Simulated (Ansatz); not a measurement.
Structures of Ta₃Ga: which is lowest?

Plane-wave DFT in Ansatz with scalar-relativistic PAW potentials, cutoff 420 eV, Γ-centred meshes chosen by cell and gap, Gaussian smearing with energies taken to zero width. Every cell was relaxed (cell and atoms) in a run of its own, within the symmetry of its start. Functional: PBE.

Relaxed structures (starts from databases or built by putting these elements on another compound's sites):
A. P4/mmm, 4 atoms in the computed cell, a = 4.426 Å, c = 3.552 Å; sites (symmetry × multiplicity) Ta 4/mmm × 1 + mmm. × 2, Ga 4/mmm × 1; start: built
B. P6_3/mmc, 8 atoms in the computed cell, a = 5.802 Å, c = 4.819 Å; sites (symmetry × multiplicity) Ta mm2 × 6, Ga -6m2 × 2; start: built
C. Pm-3m, 4 atoms in the computed cell, a = 4.119 Å; sites (symmetry × multiplicity) Ta 4/mm.m × 3, Ga m-3m × 1; start: built
D. I4/mmm, 4 atoms in the computed cell, a = 3.978 Å, c = 8.925 Å; sites (symmetry × multiplicity) Ta -4m2 × 4 + 4/mmm × 2, Ga 4/mmm × 2; start: built

Q: Rank them by energy. Could pressure change the order?

A:
| structure | group | E − E(lowest) (meV/atom) | V (Å³/atom) | gap on mesh (eV) |
| --- | --- | --- | --- | --- |
| A | P4/mmm | 0.0 | 17.40 | 0.00 |
| C | Pm-3m | 84 | 17.47 | 0.00 |
| B | P6_3/mmc | 119 | 17.56 | 0.00 |
| D | I4/mmm | 125 | 17.65 | 0.00 |

A is lowest, 84 meV/atom under C. The lowest is also the densest of these, so pressure wouldn't bring one of the others in at first order. Other structures may lie lower than all of these, and vibrations aren't counted.

Spin-orbit coupling is left out, which matters for the bands of heavy elements.